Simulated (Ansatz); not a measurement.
The relaxed structure here is a generated cell of V3Si: the first start was made by placing the elements on the sites of a structure type, and the end was not matched to a known phase here, so it may be hypothetical. Known forms of V3Si include space group No. 223.

A relaxed structure of V3Si. Space group P4/mmm (No. 123), AFLOW prototype AB3_tP4_123_a_ce (L6_0, as in Ti3Cu). Computed with PBE (plane waves to 420 eV, PAW, scalar-relativistic; Ansatz, a first-principles code).

Space group P4/mmm (No. 123); a = 3.9916 Å, b = 3.9916 Å, c = 3.2755 Å, α = 90.00°, β = 90.00°, γ = 90.00°

| atom | site | symmetry | x | y | z |
|---|---|---|---|---|---|
| Si | 1c | 4/mmm | 0.5000 | 0.5000 | 0.0000 |
| V | 2e | mmm. | 0.0000 | 0.5000 | 0.5000 |
| V | 1a | 4/mmm | 0.0000 | 0.0000 | 0.0000 |

```yaml
volume_per_atom: 13.05 Å³
band_gap: zero (metallic)
shortest_distances: Si–V 2.58 Å; V–V 2.58 Å; Si–Si 3.28 Å
k-mesh: 12×12×14
```

No spin polarisation in the result. The relaxed primitive cell holds an odd number of electrons. A magnetic state may lie lower.

It was reached from a disturbed copy of a P4/mmm (No. 123) cell, against which it lies -0.02 eV/atom.
